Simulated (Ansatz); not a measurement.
Given:

TiAl:
```yaml
crystal:
  lattice:
    - [3.15608, 0.00000, 0.00000]
    - [0.00000, 3.15608, 0.00000]
    - [0.00000, 0.00000, 3.15608]
  atoms:
    - { symbol: Ti, position: [0.00000, 0.00000, 0.00000] }
    - { symbol: Al, position: [0.50000, 0.50000, 0.50000] }
```

This is the PBEsol-relaxed structure.

Q: All from PBEsol in the plane-wave PAW code Ansatz, unless another level is named. Predict the highest zone-centre frequency.

A: 323 cm^-1.

Q: Next, the bulk modulus (Birch–Murnaghan fit)?

A: 119 GPa.

Space group Pm-3m (CsCl type). The first step of the workflow began from a Materials Project structure, measured or hypothetical; the Crystallography Open Database copy checked does not list it. With Ti and Al taken as one species the cell has the higher symmetry Im-3m, so it may be an ordered model of a mixed-site phase. It is not the phase usual at ambient conditions (space group No. 123). Symmetry was held in the PBEsol relaxation. At this level the phase is mechanically unstable. The run is not spin-polarised. As this level gives no gap, phonon frequencies hold no LO–TO term and depend on the k-mesh and smearing (Fermi–Dirac, 0.1 eV here).

Potentials: the earlier of the program's two PAW sets.
